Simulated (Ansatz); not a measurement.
One stationary structure of TePb. Space group Fm-3m (No. 225), rock salt type. Calculation: PBE (plane waves to 420 eV, PAW, scalar-relativistic; Ansatz, an electronic-structure program).

```cif
data_Pb4Te4
_chemical_formula_sum 'Pb4 Te4'
_space_group_name_H-M_alt 'Fm-3m'
_space_group_IT_number 225
_space_group_name_Hall '-F 4 2 3'
_cell_length_a 6.56866
_cell_length_b 6.56866
_cell_length_c 6.56866
_cell_angle_alpha 90.000
_cell_angle_beta 90.000
_cell_angle_gamma 90.000
loop_
_atom_site_label
_atom_site_type_symbol
_atom_site_symmetry_multiplicity
_atom_site_Wyckoff_symbol
_atom_site_fract_x
_atom_site_fract_y
_atom_site_fract_z
_atom_site_occupancy
Pb1 Pb 4 a 0.00000 0.00000 0.00000 1
Te1 Te 4 b 0.50000 0.50000 0.50000 1
```
(The calculation used a cell of 2 atoms; values per cell refer to that cell.)

```json
{
 "volume_per_atom": "35.43 Å³",
 "band_gap": "0.83 eV, direct at L (no spin-orbit coupling)",
 "shortest_distances": "Pb–Te 3.28 Å",
 "k-mesh": "9×9×9"
}
```

No spin polarisation in the result. Without spin-orbit coupling the bands of the heavy element are not split, so the gap can be far off.

Measured for TePb: gap 0.19 eV (0 K or low temperature; as listed in arXiv:2302.06325). Computed minus measured — gap: PBE +0.64 eV. The computed values are for a static lattice, and a measured gap can be an optical one, lowered by exciton binding.

The run could not lose the symmetry of its start.
